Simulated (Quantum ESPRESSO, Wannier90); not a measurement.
# Wannier functions of Cu (fcc (Cu type))

```xyz
1
Lattice="0.0000 1.7887 1.7887 1.7887 0.0000 1.7887 1.7887 1.7887 0.0000" Properties=species:S:1:pos:R:3 pbc="T T T"
Cu     0.0000     0.0000     0.0000
```

Cell from Materials Project (mp-30), symmetrised, no further relaxation. This is the element's usual structure. Computed values, not measurements, from LDA: Quantum ESPRESSO (norm-conserving PseudoDojo potentials, cutoff 74 Ry, no spin polarisation, no spin-orbit coupling) on a Γ-centred 12×12×12 mesh, then Wannier90. Density: 20×20×20 mesh, cold smearing 0.01 Ry.

Valence charges of the files: Cu 19. 21 bands were computed.

Isolated groups of bands, relative to the Fermi level (bands from 5 on overlap up to the last one computed):

```csv
bands,from (eV),to (eV),filling,weight on atomic waves
1,-111.87,-111.85,filled,Cu 3s 99 %
2–4,-69.74,-69.62,filled,Cu 3p 100 %
```

Wanted is a model with the orbitals Cu s p d, without the filled groups that are mainly made of other shells (semicore states, and anion s where it isn't named); all higher bands stay in for disentanglement.

Give num_wann, exclude_bands and num_bands, and the number of electrons that the model holds.

Electrons: 1×19 = 19, or 9.5 bands' worth; no gap over 0.05 eV opens at the Fermi level at this level of theory.
num_wann = 1×9 = 9.
exclude_bands = 1-4, 4 bands, so num_bands = 21 − 4 = 17.
The model holds 19 − 2×4 = 11 electrons. With the window frozen to 1.50 eV it follows pw.x to 2.9 meV rms (states up to 1.0 eV relative to the Fermi level).
